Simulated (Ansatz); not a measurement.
Given:

Sb$_{2}$Se$_{3}$:
```cif
data_Sb8Se12
_chemical_formula_sum 'Sb8 Se12'
_space_group_name_H-M_alt 'P 1'
_space_group_IT_number 1
_cell_length_a 11.53598
_cell_length_b 3.95585
_cell_length_c 11.21470
_cell_angle_alpha 90.000
_cell_angle_beta 90.000
_cell_angle_gamma 90.000
loop_
_space_group_symop_operation_xyz
  'x, y, z'
loop_
_atom_site_label
_atom_site_type_symbol
_atom_site_fract_x
_atom_site_fract_y
_atom_site_fract_z
_atom_site_occupancy
Sb1 Sb 0.98038 0.25000 0.17151 1
Sb2 Sb 0.48038 0.25000 0.32849 1
Sb3 Sb 0.01962 0.75000 0.82849 1
Sb4 Sb 0.51962 0.75000 0.67151 1
Sb5 Sb 0.65261 0.25000 0.96178 1
Sb6 Sb 0.15261 0.25000 0.53822 1
Sb7 Sb 0.34739 0.75000 0.03822 1
Sb8 Sb 0.84739 0.75000 0.46178 1
Se1 Se 0.28332 0.25000 0.19772 1
Se2 Se 0.78332 0.25000 0.30228 1
Se3 Se 0.71668 0.75000 0.80228 1
Se4 Se 0.21668 0.75000 0.69772 1
Se5 Se 0.44494 0.25000 0.86727 1
Se6 Se 0.94494 0.25000 0.63273 1
Se7 Se 0.55506 0.75000 0.13273 1
Se8 Se 0.05506 0.75000 0.36727 1
Se9 Se 0.62937 0.25000 0.55337 1
Se10 Se 0.12937 0.25000 0.94663 1
Se11 Se 0.37063 0.75000 0.44663 1
Se12 Se 0.87063 0.75000 0.05337 1
```

This is the LDA-relaxed structure.

Q: All from plane-wave PAW LDA (Ansatz code), unless another level is named. Predict the smallest direct gap on the standard path.

A: 0.76 eV.

Q: Give the electron effective mass.

A: 0.25, 0.41, 0.47 mₑ (principal values).

Q: Give the weight of the conduction-edge state by species (Voronoi cells).

A: Sb 51 %, Se 49 %.

Q: Predict the weight of the valence-edge state by species (Voronoi cells).

A: Se 78 %, Sb 22 %.

Space group Pnma. The cell was relaxed with LDA under the symmetry of its start; of distortions, only those at the zone centre were tested. A crystal of weakly bound chains computed without a dispersion correction: the cell and the soft elastic constants depend strongly on that. Scalar-relativistic: spin–orbit coupling is off unless named, which matters more the heavier the elements.

Potentials: the later of the program's two PAW sets.
